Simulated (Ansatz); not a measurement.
Data:

RuC:
```yaml
crystal:
  lattice:
    - [1.38684, 0.80069, 6.28655]
    - [-1.38684, 0.80069, 6.28655]
    - [0.00000, -1.60138, 6.28655]
  atoms:
    - { symbol: Ru, position: [0.22902, 0.22902, 0.22902] }
    - { symbol: Ru, position: [0.77098, 0.77098, 0.77098] }
    - { symbol: C, position: [0.03706, 0.03706, 0.03706] }
    - { symbol: C, position: [0.96294, 0.96294, 0.96294] }
```

This is the PBE-relaxed structure.

Q: All from DFT-PBE in the program Ansatz with PAW potentials, unless another level is named. Predict the electronic character.

A: metallic (no gap).

Q: And the density of states at the Fermi level?

A: 0.46 states/eV per atom (mean over ±0.08 eV).

Q: Predict the formation energy from the elements (no fitted shifts).

A: 0.35 eV/atom.

Space group R-3m. The first step of the workflow began from a Materials Project structure, measured or hypothetical; the Crystallography Open Database copy checked does not list it. Its standing as an ambient phase is unchecked. The PBE relaxation kept the symmetry of its start; its stability against distortions is not shown here. The run is not spin-polarised. Its formation energy is positive at this level, so the cell may be metastable or incomplete. The references are the lowest solids computed at this level, not always the standard phases. Spin–orbit coupling is left out wherever it is not named.

Potentials: the later of the program's two PAW sets.
